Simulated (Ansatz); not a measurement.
Sc$_{2}$SiB$_{2}$ in space group P-6m2 (No. 187; Sc on 2h, Si on 1a, B on 1b, B on 1f) under volume change, the program Ansatz at the PBEsol level (PAW), shape and atoms relaxed at each volume.

| V (Å³/atom) | E − E(relaxed) (meV/atom) | P (GPa) |
|---|---|---|
| 11.964 | 54.1 | 15.81 |
| 12.358 | 22.8 | 9.74 |
| 12.753 | 5.4 | 4.51 |
| 13.147 | 0.0 | 0.00 |
| 13.541 | 4.9 | -3.88 |
| 13.936 | 18.7 | -7.21 |
| 14.330 | 40.0 | -10.07 |

Q: What does a third-order Birch–Murnaghan fit give for V₀, B₀ and B′?

A: V₀ = 13.15 Å³/atom, B₀ = 139 GPa, B′ = 4.0.

The start of the workflow was typed in or built on a structure type; neither database checked (COD, Materials Project) lists it. Its standing as an ambient phase is unchecked. Symmetry was held in the PBEsol relaxation; its stability against distortions is not shown here. No spin polarisation was allowed.

Potentials: the earlier of the program's two PAW sets. The files were generated under PBE; for other functionals the program regenerates the frozen cores, and for LDA and PBEsol the local potential too.
